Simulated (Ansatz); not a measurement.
TiS in space group P-6m2 (No. 187; Ti on 1e, S on 1b) at seven volumes, DFT-PBEsol in the program Ansatz with PAW potentials, shape and atoms relaxed at each. One row is withheld.

| V (Å³/atom) | P (GPa) |
|---|---|
| 13.018 | 17.78 |
| 13.448 | 10.89 |
| 13.877 | ? |
| 14.306 | 0.00 |
| 14.735 | -4.29 |
| 15.164 | -7.95 |
| 15.594 | -11.06 |

Q: Fit the shown pressures and predict the withheld one.

A: P = (3/2)B₀(x^(7/2) − x^(5/2))[1 + (3/4)(B′ − 4)(x − 1)] with x = (V₀/V)^(2/3). Least squares on the six rows gives V₀ = 14.306 Å³/atom, B₀ = 154 GPa, B′ = 4.26. At V = 13.877, x = 1.0205 and P = 5.00 GPa. The run itself gave 5.02 GPa.

The first step of the workflow began from a Materials Project structure, measured or hypothetical; the Crystallography Open Database copy checked does not list it. COD files the formula under space group No. 166, 194, so this cell is another polymorph or a model. Its standing as an ambient phase is unchecked. Symmetry was held in the PBEsol relaxation; of distortions, only those at the zone centre were tested. The run is not spin-polarised.

Potentials: the later of the program's two PAW sets.
